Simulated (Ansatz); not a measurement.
Data:

WP (space group Pnma)

```xyz
16
Lattice="5.6624 0.0000 0.0000 0.0000 6.4207 0.0000 0.0000 0.0000 6.1899" Properties=species:S:1:pos:R:3 pbc="T T T"
P      1.7986     2.4078     3.4981
P      1.7986     5.6181     3.4981
P      3.8638     0.8026     2.6918
P      3.8638     4.0129     2.6918
P      1.0326     0.8026     0.4031
P      1.0326     4.0129     0.4031
P      4.6298     2.4078     5.7868
P      4.6298     5.6181     5.7868
W      5.5876     2.4078     1.9295
W      5.5876     5.6181     1.9295
W      0.0748     0.8026     4.2604
W      0.0748     4.0129     4.2604
W      2.9060     0.8026     5.0245
W      2.9060     4.0129     5.0245
W      2.7564     2.4078     1.1654
W      2.7564     5.6181     1.1654
```

The atoms are displaced by Q × the pattern below (from a DFPT mode at Y = (0.0, 0.5, 0.0), largest move 1; Q in Å), at fixed cell. It is one choice among 2 degenerate patterns. (q is in reciprocal vectors of the primitive cell; the cell shown is doubled to hold the pattern.)

```json
[
 {"atom": "P1", "x": "0.075", "y": "-0.120", "z": "-0.017"},
 {"atom": "P2", "x": "-0.075", "y": "0.120", "z": "0.017"},
 {"atom": "P3", "x": "-0.527", "y": "0.017", "z": "0.117"},
 {"atom": "P4", "x": "0.527", "y": "-0.017", "z": "-0.117"},
 {"atom": "P5", "x": "-0.527", "y": "0.017", "z": "-0.117"},
 {"atom": "P6", "x": "0.527", "y": "-0.017", "z": "0.117"},
 {"atom": "P7", "x": "0.075", "y": "-0.120", "z": "0.017"},
 {"atom": "P8", "x": "-0.075", "y": "0.120", "z": "-0.017"},
 {"atom": "W9", "x": "0.041", "y": "0.020", "z": "0.137"},
 {"atom": "W10", "x": "-0.041", "y": "-0.020", "z": "-0.137"},
 {"atom": "W11", "x": "-0.287", "y": "-0.003", "z": "-0.958"},
 {"atom": "W12", "x": "0.287", "y": "0.003", "z": "0.958"},
 {"atom": "W13", "x": "-0.287", "y": "-0.003", "z": "0.958"},
 {"atom": "W14", "x": "0.287", "y": "0.003", "z": "-0.958"},
 {"atom": "W15", "x": "0.041", "y": "0.020", "z": "-0.137"},
 {"atom": "W16", "x": "-0.041", "y": "-0.020", "z": "0.137"}
]
```

Calculation: LDA (plane waves to 420 eV, PAW, scalar-relativistic; Ansatz, a quantum-chemistry and plane-wave program). k mesh 8×7×8 (Γ-centred), Fermi-Dirac smearing 0.05 eV. E stands for the smeared free energy. With partly filled bands, energies and forces of such displacements shift with the k mesh and the smearing. Spin-orbit coupling is left out, though W is heavy. WP is run without spin polarisation. WP was relaxed with its symmetry unable to fall. The zero of ΔE is the undisplaced structure.

The scan covers Q from -0.280 to 0.280 Å in 13 points.

Task: Is this a single well or a double well?

Result: A single well with its minimum at or next to zero displacement.

Task: Which space group does the distorted structure have?

Result: Pc (No. 7), lowered from Pnma.

Task: What is the energy change at Q = 0.280 Å?

Result: 2827 meV/cell.

Task: What harmonic wavenumber does the curvature at Q = 0 give?

Result: 160 cm⁻¹.

(For displaced atoms, the force is minus the slope of the energy, and its curvature is a force constant, which sets phonon frequencies.)
